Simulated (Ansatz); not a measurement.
# W (hcp): energy against volume

The calculation used DFT, LDA (PW92), plane waves (420 eV) with PAW, scalar-relativistic (Ansatz). (PAW data from PBE, frozen cores regenerated.)

The cell is scaled uniformly from the relaxed one, with fractional coordinates and shape fixed. Energies are extrapolated to zero smearing, pressures are those at the given smearing. Magnetic state: spin not included.

A Birch-Murnaghan fit gives V₀ = 15.73 Å³/atom, B₀ = 309 GPa, B₀′ = 4.0.

(1) What are the energy above the minimum and the pressure at 14.493 Å³/atom?

(2) What are the energy above the minimum and the pressure at 17.014 Å³/atom?

(3) What are the energy above the minimum and the pressure at 17.644 Å³/atom?

## Answers

(1) 108.3 meV/atom and 30.20 GPa as computed.

(2) 87.9 meV/atom and -20.48 GPa as computed.

(3) 184.2 meV/atom and -27.92 GPa as computed.
